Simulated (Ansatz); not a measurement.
Sr2C in the antifluorite structure, relaxed with r2SCAN in the PAW code Ansatz. The symmetry is Fm-3m (No. 225, cubic); conventional cell a = 6.720 Å, 25.29 Å³ an atom. Around C lie 8 Sr at 2.91 Å; around Sr lie 4 C at 2.91 Å.

The axes x, y and z are those of this cell:
```
CELL_PARAMETERS angstrom
0.00000 3.36014 3.36014
3.36014 0.00000 3.36014
3.36014 3.36014 0.00000
ATOMIC_POSITIONS crystal
C 0.00000 0.00000 0.00000
Sr 0.25000 0.25000 0.25000
Sr 0.75000 0.75000 0.75000
```

Unstrained: With HSE06 the valence top lies at X and the conduction bottom at Γ, 0.350 eV higher; the smallest vertical gap, at X, is 0.402 eV. Meshes: HSE06 4×4×4. Strains are changes of length per length, and xy shears are angles. After each strain the atoms were relaxed again with r2SCAN within the symmetry that the strain leaves, so tilts or polar shifts that break it weren't tested; points keep the names that they have in the unstrained zone. Values at 0 K without nuclear motion; spin polarisation is off, and the phase may be a hypothetical one.

(1) For epitaxial +3.0 % in the xy plane, how far does the free direction move, and what happens to the gap?

(2) Apply isotropic -2.5 % on every length. How far does the gap move, against the unstrained cell?

(3) Estimate what xy shear, engineering strain (angle) -1.5 % does to the gap.

(4) Apply epitaxial +5.0 % in the plane normal to [111], free normal strain -5.15 %. How far does the gap move, against the unstrained cell?

Answers

(1) The normal strain at zero normal stress is -0.28 %, 0.09 of the in-plane strain with the sign turned. HSE06: the gap goes from 0.350 to 0.141 eV (-0.209 eV); so small a gap is at the limit of these settings.

(2) HSE06: the gap goes from 0.350 to 0.338 eV (-0.012 eV); it turns from indirect (X → Γ) to direct (X).

(3) HSE06: the gap goes from 0.350 to 0.342 eV (-0.008 eV).

(4) HSE06: the gap goes from 0.350 to 0.160 eV (-0.190 eV).

The meshes of the hybrids are coarse, so their gaps aren't converged to the digits shown.
